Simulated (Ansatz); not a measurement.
Level of theory: DFT PBE, scalar-relativistic, plane waves, PAW in Ansatz. Settings: cutoff 420 eV, Γ-centred meshes spaced at most about 0.3 Å⁻¹, and about 0.25 Å⁻¹ or finer for metals (2π included), Gaussian smearing. Collinear spin in cells that started with moments and kept them past the coarse steps, no spin elsewhere.

All energies are static (0 K, no zero-point motion).

Two relaxed structures of TiAlF:

1. (site moments Ti 0.1 (×2) μB)

```
Ti Al F
1.0
     3.55407    0.00000    0.00000
     0.00000    3.55407    0.00000
     0.00000    0.00000    7.27589
Ti Al F
2 2 2
Direct
  0.00000 0.50000 0.70569
  0.50000 0.00000 0.29431
  0.50000 0.50000 0.00000
  0.00000 0.00000 0.00000
  0.00000 0.50000 0.42464
  0.50000 0.00000 0.57536
```

2. (no spin)

```
Ti Al F
1.0
     3.69588    0.00000    0.00000
     0.00000    3.69588    0.00000
     0.00000    0.00000    6.71089
Ti Al F
2 2 2
Direct
  0.00000 0.00000 0.00000
  0.50000 0.50000 0.00000
  0.00000 0.50000 0.40527
  0.50000 0.00000 0.59473
  0.00000 0.50000 0.81910
  0.50000 0.00000 0.18090
```

Question: Which form is favoured at zero pressure, and by what margin per atom?

Answer: Cell 1 is lower, by 260 meV/atom. Cell 1 has space group P4/nmm (No. 129), 15.3 Å³/atom and no gap on its mesh; cell 2 has the matlockite type, space group P4/nmm (No. 129), 15.3 Å³/atom and no gap. Counting F atoms around Al and Ti (those within 1.25 times the shortest such distance or 1.15 times the sum of covalent radii, 1.27 where that leaves under three; a plus sign parts nearer from farther groups; the shortest distance is added where it exceeds 1.18 times the sum of covalent radii), cell 1 has Ti 1+4, Al 4 from 3.6 Å and cell 2 has Ti 4, Al 5 from 2.8 Å. Their magnetic states differ too, which can make part of the margin. In cell 1, Ti has 1 F at 2.04 Å, 4 F at 2.69 Å and 4 Al at 2.78 Å; Al is surrounded by 4 Al at 2.51 Å and 4 Ti at 2.78 Å; F has 1 Ti at 2.04 Å. In cell 2, around Ti lie 4 F at 2.21 Å, 4 Ti at 2.61 Å and 4 Al at 3.29 Å; Al is surrounded by 1 F at 2.78 Å, 4 Al at 2.91 Å, 4 F at 3.02 Å and 4 Ti at 3.29 Å; F is surrounded by 4 Ti at 2.21 Å, 1 Al at 2.78 Å and 4 Al at 3.02 Å. Both come from invented guesses.

The magnetic state reached may not be the lowest. Cells relaxed within their symmetry can be saddle points. Some candidate types were left out of the draw beforehand, so a known form may be missing.
